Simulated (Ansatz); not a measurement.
## Sensitivity of the gradients in TiO2 with Sb replacing Ti to the input

Cell: a supercell of TiO2 (rutile type, P4_2/mnm) built from a structure deposited in the COD, with all atoms left at the host's positions.

```cif
data_Ti11SbO24
_symmetry_space_group_name_H-M 'Pmmm'
_symmetry_Int_Tables_number 47
_cell_length_a 6.4944
_cell_length_b 6.4944
_cell_length_c 8.8722
_cell_angle_alpha 90.000
_cell_angle_beta 90.000
_cell_angle_gamma 90.000
loop_
_atom_site_label
_atom_site_type_symbol
_atom_site_symmetry_multiplicity
_atom_site_Wyckoff_symbol
_atom_site_fract_x
_atom_site_fract_y
_atom_site_fract_z
Sb Sb 1 a 0.0000 0.0000 0.0000
Ti2 Ti 2 q 0.0000 0.0000 0.3333
Ti4 Ti 1 f 0.5000 0.5000 0.0000
Ti5 Ti 2 t 0.5000 0.5000 0.3333
Ti7 Ti 2 s 0.5000 0.0000 0.1667
Ti8 Ti 1 d 0.5000 0.0000 0.5000
Ti10 Ti 2 r 0.0000 0.5000 0.1667
Ti11 Ti 1 g 0.0000 0.5000 0.5000
O13 O 2 i 0.3050 0.0000 0.0000
O14 O 4 w 0.3050 0.0000 0.3333
O16 O 2 k 0.8050 0.5000 0.0000
O17 O 4 x 0.8050 0.5000 0.3333
O19 O 4 v 0.5000 0.3050 0.1667
O20 O 2 p 0.5000 0.3050 0.5000
O22 O 4 u 0.0000 0.8050 0.1667
O23 O 2 n 0.0000 0.8050 0.5000
```

One atom of each set is listed.

Reference run. Method: Kohn–Sham DFT in Ansatz, PBE, plane waves and PAW, scalar-relativistic, 420 eV cutoff, Γ-centred 3×3×2 k-points, Fermi–Dirac smearing 0.01 eV, cell charge +1.

(1) The input is changed as follows: `total_charge`: 1 → 4; `scf.max_iter`: not typed → 60. What happens to V_zz (10²¹ V/m²) and η?

## Answers

(1) 

```json
{"site": "Sb", "V_zz reference": "5.38", "η reference": "0.78", "V_zz changed": "5.04", "η changed": "0.94"}
{"site": "Ti2", "V_zz reference": "-2.44", "η reference": "0.32", "V_zz changed": "-2.57", "η changed": "0.22"}
{"site": "Ti7", "V_zz reference": "-1.65", "η reference": "0.24", "V_zz changed": "-1.87", "η changed": "0.05"}
{"site": "Ti10", "V_zz reference": "-2.74", "η reference": "0.69", "V_zz changed": "-2.62", "η changed": "0.54"}
{"site": "O13", "V_zz reference": "7.94", "η reference": "0.49", "V_zz changed": "6.78", "η changed": "0.07"}
{"site": "O14", "V_zz reference": "-2.62", "η reference": "0.88", "V_zz changed": "-2.23", "η changed": "0.61"}
{"site": "O16", "V_zz reference": "2.05", "η reference": "0.53", "V_zz changed": "-2.39", "η changed": "0.37"}
{"site": "O17", "V_zz reference": "2.16", "η reference": "0.79", "V_zz changed": "-2.43", "η changed": "0.46"}
{"site": "O19", "V_zz reference": "2.34", "η reference": "0.86", "V_zz changed": "-2.43", "η changed": "0.46"}
{"site": "O20", "V_zz reference": "2.29", "η reference": "0.91", "V_zz changed": "-2.70", "η changed": "0.80"}
{"site": "O22", "V_zz reference": "7.06", "η reference": "0.75", "V_zz changed": "5.56", "η changed": "0.27"}
{"site": "O23", "V_zz reference": "-2.66", "η reference": "0.82", "V_zz changed": "-2.11", "η changed": "0.52"}
```

The largest change of V_zz along a kept axis is on O22, from 7.06 to 5.56. The whole tensor moves most on O20, by 4.62 along its most changed direction. In per cent, |V_zz| changes by -6 on Sb, -4 to +5 on Ti, -21 to -15 on O (all sites that start above 2, bar those whose gradient vanishes or changes sign or whose main axis turns by over 40°). Where |V_zz| stays above 0.1 and the axes keep their order, η moves most on O22, from 0.75 to 0.27. On O23, O14, O19, O20, O17, O16 the largest principal value lies along another axis in the second run, so the two V_zz can't be compared directly. The table leaves out 4 of the 16 sites, with |V_zz| up to 2.53; their tensors move by 0.35 at most along any direction. The statements above cover all sites. The changed cell holds a charge of +4 on a uniform background, so it isn't the same centre. It has an odd number of electrons and no spin polarisation, so the extra carrier is shared by both spins and spread out, where a real one carries spin and can localise. The gap no longer holds the Fermi energy in the changed run, so its gradients also hang on the k-mesh and the smearing. SCF iterations: 11 and 19. The changed input holds a charge that the system can't hold, so its numbers aren't properties of the crystal.

On the reference run: The defect repeats with the cell of 36 atoms, so it feels its images: sites between two images don't show the values beside a lone defect, and zeros or small values of η there can come from the images' arrangement. O and Ti carry a gradient in the pure host already, so the values there aren't the defect's effect alone. A uniform background compensates the cell's charge. Without spin–orbit coupling (the program notes it for Sb) the gradients are little affected as a rule: paired runs on crystals with a gap mostly move them by under 2 % at such atoms. With these PAW files V_zz is typically within 2 to 3 % of all-electron values, but misses above 10 % occur on Sb. The cell keeps the host's lattice, where the PBE pressure is 10 GPa (in a charged cell this depends on the convention for the mean potential). The neighbours have not yet relaxed around the defect (largest force 2.2 eV/Å), so a real crystal will differ.
